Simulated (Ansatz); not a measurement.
Relaxed structure of CO on the (100) surface of WC, one molecule per 32.9 Å² (the molecule's atoms stand last):

```
CELL_PARAMETERS angstrom
5.66533 0.00000 0.00000
0.00000 5.80381 0.00000
0.00000 0.00000 23.86396
ATOMIC_POSITIONS crystal
C 0.25000 0.00000 0.33523
C 0.25000 0.50000 0.33523
C 0.75000 0.00000 0.33523
C 0.75000 0.50000 0.33523
W 0.00000 0.75000 0.37034
W 0.00000 0.25000 0.37034
W 0.50000 0.75000 0.37034
W 0.50000 0.25000 0.37034
C 0.25000 0.75000 0.44054
C 0.25000 0.25000 0.44054
C 0.75000 0.75000 0.44054
C 0.75000 0.25000 0.44054
W 0.00006 0.50123 0.47577
W 0.99998 0.99991 0.47623
W 0.49996 0.49967 0.47584
W 0.49998 0.00024 0.47598
C 0.25188 0.50034 0.54703
C 0.25073 0.99673 0.54675
C 0.74820 0.50020 0.54699
C 0.74914 0.99678 0.54665
W 0.00027 0.24706 0.58137
W 0.99988 0.74866 0.57967
W 0.49995 0.25042 0.57917
W 0.49999 0.74742 0.57873
C 0.99391 0.07190 0.65516
O 0.99132 0.99218 0.70031
```

Theory: DFT PBE+D3(BJ), scalar-relativistic, plane waves, PAW (Ansatz 0.2.0). Plane waves to 420 eV, a k mesh through Γ of 4×3×1 on the computed 26-atom cell and Gaussian smearing (0.10 eV); no spin polarisation. A dipole correction removes the field between periodic images along c.

The slab and the molecular layer are also computed alone at these places.

Q: How does the adsorption energy per molecule split into interaction and deformation?

A: E_ads = -2.249 eV: interaction of the rigid parts -2.356 eV, deformation of the slab +0.038 eV, deformation of the molecule with its lateral interactions +0.069 eV.

Q: How much charge moves across the plane at z = 14.75 Å, midway between slab and molecule?

A: About 0.04 electrons a cell move up to the molecule; half the integral of |Δρ| is 0.59 e.